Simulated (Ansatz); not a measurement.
FePt:
Space group P4/mmm (No. 123); a = 2.729 Å, b = 2.729 Å, c = 3.763 Å, α = 90.00°, β = 90.00°, γ = 90.00°

```tsv
atom	site	symmetry	x	y	z
Fe	1d	4/mmm	0.5000	0.5000	0.5000
Pt	1a	4/mmm	0.0000	0.0000	0.0000
```
The run is spin-polarised.

Relaxed at zero pressure with plane-wave PAW PBE (Ansatz code).

**Question.** The volume is raised by 6 % and shape and atoms relax at that volume. What pressure results, and how do the axes share the change?

**Answer.** -9.9 GPa; a 2.1 %, b 2.1 %, c 1.7 %; the energy rises by 28 meV/atom.

**Question.** Give the new structure.

**Answer.** 
Space group P4/mmm (No. 123); a = b = 2.7858 Å, c = 3.8283 Å, α = β = γ = 90.00°

| atom | site | symmetry | x | y | z |
|---|---|---|---|---|---|
| Fe | 1d | 4/mmm | 0.5000 | 0.5000 | 0.5000 |
| Pt | 1a | 4/mmm | 0.0000 | 0.0000 | 0.0000 |

The phase is kept; no other phase was compared at this pressure.

The PBE relaxation kept the symmetry of its start. Magnetic state: ferromagnetic, chosen from 5 collinear starts compared on coarse meshes (ties went to the first, and starts can fall back to one state), not a proven ground state. Textbook magnetic order: ferromagnetic. Axis ratios of metals converge slowly with the k-mesh, so a and c are less sure than the volume. Scalar-relativistic: spin–orbit coupling is off unless named, which matters more the heavier the elements.

Potentials: the later of the program's two PAW sets.
